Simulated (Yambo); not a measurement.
G0W0@LDA for CsH (rock salt, space group Fm-3m, No. 225) in Yambo. Reference settings: 4×4×4 Γ-centred k mesh, 141 bands and a 10 Ry block in the screening, 141 bands in G with the Bruneval-Gonze terminator, plasmon pole fitted at 27.2 eV. The LDA gap L → L on this mesh is 1.96 eV; G0W0 gaps are taken between the same points.

The settings were changed. The gap went from 4.23 eV to 4.19 eV, and the shift of the valence edge from -1.58 eV to -1.50 eV.

Name the change that produced these shifts.
A. 4 Ry block
B. 86 bands in W, 86 bands in G
C. 43 bands in G, no terminator
D. pole fitted at 10 eV

B, 86 bands in W, 86 bands in G. The others gave (gap, valence shift): 43 bands in G, no terminator: 4.10, -1.25 eV; 4 Ry block: 4.02, -1.36 eV; pole fitted at 10 eV: 4.14, -1.41 eV.

Geometry of the Materials Project entry, not relaxed at this level; primitive cell a = 4.513 Å, b = 4.513 Å, c = 4.513 Å, α = 60.00°, β = 60.00°, γ = 60.00°.

A shift is the quasiparticle energy of the state minus its LDA energy.
